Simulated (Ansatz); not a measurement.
CsPbCl3:
```yaml
crystal:
  lattice:
    - [0.00000, 5.50076, -5.50785]
    - [0.00000, 5.50076, 5.50785]
    - [5.68553, 0.00000, 0.00000]
  atoms:
    - { symbol: Cs, position: [0.48615, 0.51385, 0.50000] }
    - { symbol: Cs, position: [0.01651, 0.98349, 0.50000] }
    - { symbol: Pb, position: [0.98977, 0.50441, 0.00000] }
    - { symbol: Pb, position: [0.49559, 0.01023, 0.00000] }
    - { symbol: Cl, position: [0.18086, 0.19409, 0.00000] }
    - { symbol: Cl, position: [0.80591, 0.81914, 0.00000] }
    - { symbol: Cl, position: [0.48906, 0.00245, 0.50000] }
    - { symbol: Cl, position: [0.99755, 0.51094, 0.50000] }
    - { symbol: Cl, position: [0.29613, 0.70387, 0.00000] }
    - { symbol: Cl, position: [0.67044, 0.32956, 0.00000] }
```

Relaxed with PBEsol. Special points in fractions of this cell's reciprocal vectors: Γ (0.000, 0.000, 0.000); Y (-0.500, 0.500, 0.000); C0 (-0.499, 0.501, 0.000); Σ0 (0.499, 0.499, 0.000); Z (0.000, 0.000, 0.500); A0 (0.499, 0.499, 0.500); E0 (-0.499, 0.501, 0.500); T (-0.500, 0.500, 0.500); S (0.000, 0.500, 0.000); R (0.000, 0.500, 0.500).

Task: List the band energies nearest the valence-band maximum at these points for DFT-PBEsol in the program Ansatz with PAW potentials.

Result: In eV from the valence-band maximum; about four levels below and three above (degenerate sets whole), none deeper than 8.9 eV; points with the same levels are listed once.

```csv
k,below,above
Γ,-2.03 -2.01 -1.94 -0.71,2.84 2.85 3.89
Y,-2.13 -2.10 -1.51 -1.50,3.09 3.12 5.14
Z,-1.88 -1.87 -1.31 0.00,2.10 2.30 2.30
A0,-1.95 -1.93 -0.74 -0.72,2.60 2.60 2.71
S,-2.16 -2.12 -1.74 -1.62,4.06 4.11 4.26
R,-2.02 -2.00 -0.96 -0.95,2.55 2.59 3.68
```

Space group Amm2. The first step of the workflow began from a Materials Project structure, measured or hypothetical; the Crystallography Open Database copy checked does not list it. COD files the formula under space group No. 221. Its standing as an ambient phase is unchecked. The cell was relaxed with PBEsol under the symmetry of its start; its stability against distortions is not shown here. Scalar-relativistic: spin–orbit coupling is off unless named, which matters more the heavier the elements.

Potentials: the later of the program's two PAW sets.
